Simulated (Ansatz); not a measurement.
Relaxed-ion elastic tensor of Ge in space group P4_32_12 (No. 96; Ge on 4a, Ge on 8b) in GPa (Voigt order), DFT-PBEsol in the program Ansatz with PAW potentials; density 5.92 g/cm³, 20.38 Å³ per atom.

```
 153  22.1  29.7   0.0   0.0   0.0
22.1   153  29.7   0.0   0.0   0.0
29.7  29.7  86.0   0.0   0.0   0.0
 0.0   0.0   0.0  50.0   0.0   0.0
 0.0   0.0   0.0   0.0  50.0   0.0
 0.0   0.0   0.0   0.0   0.0  39.0
```

Problem. Is the crystal mechanically stable?

Solution. Yes: the smallest eigenvalue of C is 39.0 GPa.

Problem. Work out the Voigt, Reuss and Hill averages.

Solution. K_V = 61.8, K_R = 58.3, K_H = 60.0; G_V = 48.6, G_R = 46.0, G_H = 47.3 GPa.

Problem. Give Young's modulus, Poisson's ratio, Pugh's ratio and the universal anisotropy index.

Solution. E = 9KG/(3K + G) = 112 GPa; ν = 0.19; K/G = 1.27 (brittle by the Pugh limit of 1.75); A_U = 5G_V/G_R + K_V/K_R − 6 = 0.34.

Problem. Estimate the sound speeds and the Debye temperature.

Solution. v_l = √((K + 4G/3)/ρ) = 4560 m/s, v_t = √(G/ρ) = 2830 m/s, mean 3120 m/s; Θ = (h/k)(3n/4πV)^(1/3) v_m = 340 K.

Problem. Solve the Christoffel equation for the three sound speeds along x, y, z.

Solution. Eigenvalues of C_ijkl n_j n_l equal ρv² (piezoelectric stiffening left out). In km/s, slowest first: x 2.57, 2.91, 5.09; y 2.57, 2.91, 5.09; z 2.91, 2.91, 3.81.

Problem. How much does each axis shrink under pressure?

Solution. Linear compressibilities β_i = Σ_j S_ij (j = 1 to 3): x 4.2, y 4.2, z 8.7 per TPa.

The workflow started from a Materials Project entry (that database holds measured and hypothetical structures alike); the Crystallography Open Database files this formula in space group No. 96, but the cells were not matched. It is not the phase usual at ambient conditions (space group No. 227). The PBEsol relaxation kept the symmetry of its start; its stability against distortions is not shown here.

Potentials: the earlier of the program's two PAW sets. The files were generated under PBE; for other functionals the program regenerates the frozen cores, and for LDA and PBEsol the local potential too.
